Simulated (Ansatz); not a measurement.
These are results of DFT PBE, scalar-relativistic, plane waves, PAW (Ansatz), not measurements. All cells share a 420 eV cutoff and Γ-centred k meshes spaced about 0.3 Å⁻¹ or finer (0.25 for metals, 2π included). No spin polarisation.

Relaxed structures of B3C2, with energies over the first row. Coordination counts C atoms around B (those within 1.25 times the shortest such distance or 1.15 times the sum of covalent radii, 1.27 where that leaves under three; the shortest distance is added where it exceeds 1.18 times the sum of covalent radii; a slash parts the counts of unlike sites).

| # | form | sites | V (Å³/atom) | coordination | ΔE (meV/atom) |
| --- | --- | --- | --- | --- | --- |
| 1 | R-3m | B 6c, 3a; C 6c | 9.4 | B 2/3 | 0 |
| 2 | R3m | B 9b, 9b, 9b; C 9b, 3a, 3a, 3a | 7.5 | B 1/2/3 | 212 |
| 3 | I-4m2 | B 4e, 2a, 4e, 2d; C 4f, 4f | 7.1 | B 2/4/8 from 2.8 Å | 297 |

A further structure, relaxed alike:

```cif
data_structure
_symmetry_space_group_name_H-M 'Cmmm'
_symmetry_Int_Tables_number 65
_cell_length_a 2.7240
_cell_length_b 24.1955
_cell_length_c 2.4306
_cell_angle_alpha 90.000
_cell_angle_beta 90.000
_cell_angle_gamma 90.000
_cell_volume 160.20
loop_
_atom_site_label
_atom_site_type_symbol
_atom_site_symmetry_multiplicity
_atom_site_Wyckoff_symbol
_atom_site_fract_x
_atom_site_fract_y
_atom_site_fract_z
_atom_site_occupancy
B1 B 4 i 0.50000 0.13189 0.00000 1
B2 B 4 i 0.00000 0.22719 0.00000 1
B3 B 4 i 0.50000 0.46338 0.00000 1
C1 C 4 i 0.50000 0.06626 0.00000 1
C2 C 4 i 0.00000 0.16402 0.00000 1
```

Question: Place it among the others.

Answer: It is the highest, 339 meV/atom above row 1, with space group Cmmm (No. 65) and 8.0 Å³/atom. Counting C atoms around B, this cell has B 1/2/3 and row 1 has B 2/3. This cell holds B–B chains (shortest 1.75 Å); in row 1 the shortest B–B distance is 2.22 Å, near bonding range too. Around B on its first site lie 3 C at 1.57–1.59 Å; B on its second site is surrounded by 1 C at 1.53 Å and 2 B at 1.75 Å; B on its third site is surrounded by 2 C at 1.54 Å and 1 B at 1.77 Å; C on its first site has 3 B at 1.54–1.59 Å; 1 more site not described.

Even the lowest cell shown lies +0.20 eV/atom against the elements' standard structures at this level. No dispersion correction is applied, so the spacing and binding between layers, chains or molecules are poorly described (R-3m, Cmmm), and this can change margins and order among such cells. In R-3m, R3m an odd number of electrons in the primitive cell allows no gap without spin; a larger cell or a magnetic state could open one. A magnetic state wasn't ruled out in cells without spin, among them R3m. Trial moments fell under 0.15 μB along the way in R-3m, R3m, I-4m2 and Cmmm; another start might hold them. With atoms moved at random, row 1 (by 18 meV/atom) fell into a lower structure. Row 2, row 3 and the further cell had no clear such test and can be saddle points. Some candidate types were left out of the draw beforehand, so a known form may be missing.
